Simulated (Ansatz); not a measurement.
Given:

KLiMnS2:
```
CELL_PARAMETERS angstrom
     -1.99864     1.99864     6.50187
      1.99864    -1.99864     6.50187
      1.99864     1.99864    -6.50187
ATOMIC_POSITIONS crystal
  K  0.00000 0.00000 0.00000
  Li 0.75000 0.25000 0.50000
  Mn 0.25000 0.75000 0.50000
  S  0.64772 0.64772 0.00000
  S  0.35228 0.35228 0.00000
```
The run is spin-polarised; directions of the spins, atom by atom: 0 0 ↑ 0 0.

This is the PBEsol-relaxed structure.

All from plane-wave PAW PBEsol (Ansatz code), unless another level is named. Give the band gap.

0.28 eV (indirect).

Give the electron effective mass.

0.93, 1.5, 1.6 mₑ (principal values).

And the hole effective mass?

0.30, 2.6, 2.6 mₑ (principal values).

And the conduction-band minimum?

at X (2 equivalent valleys).

What about the valence-band maximum?

at Γ.

Space group I-4m2. The workflow started from a Materials Project entry (that database holds measured and hypothetical structures alike); the Crystallography Open Database copy checked does not list it. With Li and Mn taken as one species the cell has the higher symmetry I4/mmm, so it may be an ordered model of a mixed-site phase. Whether it is the stable phase at ambient conditions was not checked. Symmetry was held in the PBEsol relaxation; its stability against distortions is not shown here. Magnetic state: ferromagnetic, the only order run, not a proven ground state. The cell computed holds one magnetic atom, so no antiferromagnetic order was within reach. No Hubbard U is applied.

Potentials: the later of the program's two PAW sets.
